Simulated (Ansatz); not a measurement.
The elements of this relaxed trial crystal are hidden behind letters.

```
lattice vectors (Å)
   2.7488    0.0000    0.0000
   0.0000    4.1905    0.0000
  -1.0074    0.0000    8.0015
fractional positions
X 0.1377 0.7500 0.7698
X 0.8623 0.2500 0.2302
Z 0.1988 0.2500 0.5795
Z 0.2976 0.7500 0.1034
Z 0.8012 0.7500 0.4205
Z 0.7024 0.2500 0.8966
```

Level of theory: DFT PBE, scalar-relativistic, plane waves, PAW in Ansatz 0.2.0. The final run on the 6-atom cell used 420 eV, a Γ-centred 14×10×6 mesh, 0.10 eV smearing and no spin polarisation.

* Space group: P2_1/m (No. 11)
* Conventional cell: a = 2.749 Å, b = 4.190 Å, c = 8.065 Å, β = 97.2°
* Volume per atom: 15.36 Å³
* Density: 14.26 g/cm³
* Energy over the elements: +0.12 eV/atom
* Gap on the 14×10×6 mesh of the 6-atom cell: 0 eV (a metal)

Energies are uncorrected and count from the elements' standard states at the same level.

Q: X is a p-block element of period 3 and Z is a d-block element of period 6. Which elements are they?

A: X = Si, Z = W, so the formula is SiW2. Density times volume gives a mean mass of 14.26 × 15.36/1.6605 = 131.9 u per atom, and this set has 131.9 u. Si is surrounded by 8 W at 2.61–2.85 Å and 2 Si at 2.75 Å; W on its first site has 2 Si at 2.61 Å, 5 W at 2.62–2.75 Å, 1 Si at 2.85 Å and 3 W at 3.05 Å; around W on its second site lie 5 Si at 2.67–2.73 Å, 3 W at 2.75 Å and 5 W at 2.98–3.05 Å. Other sets within the hints have nearly the same mass, so mass alone doesn't settle it; this one was computed.

These runs have no spin–orbit coupling, which can matter for W. This cell was reached by moving the atoms of another relaxed cell at random and relaxing again, last within the group found; it had no such test of its own. Another cell of SiW2 relaxed alike, in Pmmn, lies 153 meV/atom lower, so this cell isn't the stable form at this level.
